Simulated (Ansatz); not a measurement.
How much does the functional matter for the cell of Al2Pt?

The starting cell is an entry of the Crystallography Open Database (1963):

```
CELL_PARAMETERS angstrom
0.00000 2.95500 2.95500
2.95500 0.00000 2.95500
2.95500 2.95500 0.00000
ATOMIC_POSITIONS crystal
Al 0.25000 0.25000 0.25000
Al 0.75000 0.75000 0.75000
Pt 0.00000 0.00000 0.00000
```

Atoms and cell were relaxed at zero pressure with plane-wave PAW DFT (Ansatz 0.2.0; one set of PAW datasets, made under PBE, for all functionals; 420 eV, r2SCAN 500 eV; 9×9×9 Γ-centred mesh, fermi-dirac occupations of width 0.100 eV; no spin polarisation, no spin-orbit coupling, no dispersion correction), keeping the symmetry (Fm-3m, No. 225).

Task: What cells and energies do LDA, PBEsol, PBE, r2SCAN give?

Result: The relaxed conventional cells:

```json
{"functional": "LDA", "a (Å)": "5.853", "volume (Å³/atom)": "16.71", "formation energy (eV/atom)": "-0.912"}
{"functional": "PBEsol", "a (Å)": "5.896", "volume (Å³/atom)": "17.08", "formation energy (eV/atom)": "-0.869"}
{"functional": "PBE", "a (Å)": "5.946", "volume (Å³/atom)": "17.51", "formation energy (eV/atom)": "-0.885"}
{"functional": "r2SCAN", "a (Å)": "5.903", "volume (Å³/atom)": "17.14", "formation energy (eV/atom)": "-0.968"}
{"functional": "the entry", "a (Å)": "5.910", "volume (Å³/atom)": "17.20", "formation energy (eV/atom)": "–"}
```

LDA gives the smallest volume and PBE the largest, 4.8 % more, the usual order, since LDA overbinds and PBE's gradient terms loosen the lattice. Against the entry's volume: LDA -2.9 %, PBEsol -0.7 %, PBE +1.8 %, r2SCAN -0.4 %. No verdict is drawn from this: the entry is old or was flagged in a check, so the entry may be off as well as the functionals. The formation energies span 0.10 eV an atom, lowest under r2SCAN.

Caveats: each relaxation keeps the start's symmetry, so a distorted cell may lie lower; computed cells are at 0 K with fixed nuclei, while the entry holds thermal expansion, often some tenths of a per cent in volume and more in soft crystals; no spin-orbit coupling, which moves formation energies of heavy elements; formation energies are at zero smearing against the elements' usual phases under the same functional, gases as free molecules, uncorrected.
